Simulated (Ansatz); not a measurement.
Given:

LaTiO$_{3}$:
```cif
data_LaO3Ti
_chemical_formula_sum 'O3 Ti1 La1'
_space_group_name_H-M_alt 'Pm-3m'
_space_group_IT_number 221
_space_group_name_Hall '-P 4 2 3'
_cell_length_a 3.87218
_cell_length_b 3.87218
_cell_length_c 3.87218
_cell_angle_alpha 90.000
_cell_angle_beta 90.000
_cell_angle_gamma 90.000
loop_
_atom_site_label
_atom_site_type_symbol
_atom_site_symmetry_multiplicity
_atom_site_Wyckoff_symbol
_atom_site_fract_x
_atom_site_fract_y
_atom_site_fract_z
_atom_site_occupancy
O1 O 3 c 0.00000 0.50000 0.50000 1
Ti1 Ti 1 b 0.50000 0.50000 0.50000 1
La1 La 1 a 0.00000 0.00000 0.00000 1
```

This is the LDA-relaxed structure.

### Question
All from LDA in the plane-wave PAW code Ansatz, unless another level is named. Give the Young's modulus.

### Answer
202 GPa.

### Question
And the highest zone-centre frequency?

### Answer
19.76 THz.

The workflow started from an entry of the Crystallography Open Database (COD), which files this formula under 2 space groups. Its standing as an ambient phase is unchecked. The LDA relaxation kept the symmetry of its start; of distortions, only those at the zone centre were tested. The run is not spin-polarised. Without spin polarisation and U, an open-shell compound can come out a false metal. As this level gives no gap, phonon frequencies hold no LO–TO term and depend on the k-mesh and smearing (Fermi–Dirac, 0.1 eV here). Spin–orbit coupling is left out wherever it is not named.

Potentials: the later of the program's two PAW sets.
